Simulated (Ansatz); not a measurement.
CoPtAu in space group P3m1 (No. 156; Co on 1a, Pt on 1b, Au on 1c), the program Ansatz at the PBEsol level (PAW), all energies at zero smearing, with the estimated change up to a 700 eV cutoff added, with one set of potentials and settings (totals compare only within such a set). Cell of 3 atoms (1 Co, 1 Pt, 1 Au): -30483.614 eV.

| element | reference phase | E (eV/atom) |
|---|---|---|
| Co | P6_3/mmc, 2 atoms in the cell, spin-polarised | -5092.9959 |
| Pt | Fm-3m, 1 atoms in the cell | -12383.8180 |
| Au | Fm-3m, 1 atoms in the cell | -13007.0999 |

Formation energy per atom, worked out: (-30483.614 − 1×(-5092.9959) − 1×(-12383.8180) − 1×(-13007.0999))/3 = 0.100 eV/atom (10 kJ per mol of atoms), at 0 K, without zero-point energy or fitted corrections.

The start of the workflow was typed in or built on a structure type; neither database checked (COD, Materials Project) lists it. Whether it is the stable phase at ambient conditions was not checked. The PBEsol relaxation kept the symmetry of its start; whether a distortion lowers the energy is not shown. Magnetic state: ferromagnetic, the only order run, not a proven ground state. The references are the lowest solids computed at this level, not always the standard phases. Scalar-relativistic: spin–orbit coupling is off unless named, which matters more the heavier the elements.

Potentials: the later of the program's two PAW sets.
